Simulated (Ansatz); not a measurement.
Ca: two-dimensional strain map

Computed with DFT r2SCAN, scalar-relativistic, plane waves, PAW (Ansatz 0.2.0). The runs took a 500 eV cutoff, a Γ-centred 16×16×16 mesh and Gaussian smearing (0.15 eV). No spin polarisation. Energies are free energies at this smearing, counted from the undisturbed cell; pressure is positive in compression.

The starting cell (as given, not relaxed at this level; it stands at -0.6 GPa; this bcc form isn't the usual structure):

```xyz
1
Lattice="-2.2400 2.2400 2.2400 2.2400 -2.2400 2.2400 2.2400 2.2400 -2.2400" Properties=species:S:1:pos:R:3 pbc="T T T"
Ca    0.0000    0.0000    0.0000
```

The cell is strained by p along both x and y and by q along z, fractional coordinates fixed. Points are written (p, q).

p was sampled at -0.050, -0.025, 0.000, 0.025, 0.050 and q at -0.050, -0.025, 0.000, 0.025, 0.050.

Task: Where on the computed points is the energy highest, and how high?

Result: At (0.050, 0.050): 72.2 meV/atom.

Task: Away from (0, 0), which computed point is lowest?

Result: (-0.050, 0.050): -4.8 meV/atom.

The map, in meV/atom:

```csv
p \ q,-0.050,-0.025,0.000,0.025,0.050
-0.050,29.6,16.3,6.2,-0.8,-4.8
-0.025,6.6,0.2,-3.0,-3.3,-0.9
0.000,-2.6,-2.9,0.0,5.8,14.0
0.025,1.1,6.1,14.3,25.4,38.7
0.050,16.6,26.1,38.9,54.4,72.2
```